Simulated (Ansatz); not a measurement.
The calculation used DFT PBE, scalar-relativistic, plane waves, PAW (Ansatz 0.2.0). Settings: cutoff 420 eV, Γ-centred meshes spaced at most about 0.3 Å⁻¹, and about 0.25 Å⁻¹ or finer for metals (2π included), Gaussian smearing. No spin polarisation in the final relaxations.

These are static total energies at zero pressure.

Compare these two cells of LiH2, each relaxed at this level.

1.

```yaml
crystal:
  lattice:
    - [-1.77591, 1.77591, 1.57331]
    - [1.77591, -1.77591, 1.57331]
    - [1.77591, 1.77591, -1.57331]
  atoms:
    - { symbol: Li, position: [0.00000, 0.00000, 0.00000] }
    - { symbol: H, position: [0.25000, 0.75000, 0.50000] }
    - { symbol: H, position: [0.75000, 0.25000, 0.50000] }
```

2.

```yaml
crystal:
  lattice:
    - [0.00000, 2.67432, 2.67432]
    - [2.67432, 0.00000, 2.67432]
    - [2.67432, 2.67432, 0.00000]
  atoms:
    - { symbol: Li, position: [0.50000, 0.50000, 0.50000] }
    - { symbol: Li, position: [0.75000, 0.75000, 0.75000] }
    - { symbol: H, position: [0.12500, 0.12500, 0.12500] }
    - { symbol: H, position: [0.62500, 0.12500, 0.12500] }
    - { symbol: H, position: [0.12500, 0.12500, 0.62500] }
    - { symbol: H, position: [0.12500, 0.62500, 0.12500] }
```

Question: Which would you expect to be lower, and how large is the difference?

Answer: Cell 1 is lower, by 0.45 eV/atom. Cell 1 has space group I4/mmm (No. 139), 6.6 Å³/atom and no gap on its mesh; cell 2 has the cubic Laves (C15) type, space group Fd-3m (No. 227), 6.4 Å³/atom and no gap. Counting H atoms around Li (those within 1.25 times the shortest such distance or 1.15 times the sum of covalent radii), cell 1 has Li 8 and cell 2 has Li 12. The lower one is the more open, so pressure narrows the difference. Even the lower one lies +0.17 eV/atom against the reference forms of the elements (uncorrected), so neither is stable at this level. In cell 1, Li has 8 H at 1.94 Å; H has 2 H at 1.57 Å and 4 Li at 1.94 Å. In cell 2, Li has 12 H at 2.22 Å and 4 Li at 2.32 Å; around H lie 6 H at 1.89 Å and 6 Li at 2.22 Å. Both come from invented guesses.

With hydrogen, zero-point motion can shift such differences by 10 meV/atom or more. A magnetic state wasn't ruled out in cells without spin, among them I4/mmm. Cells relaxed within their symmetry can be saddle points.
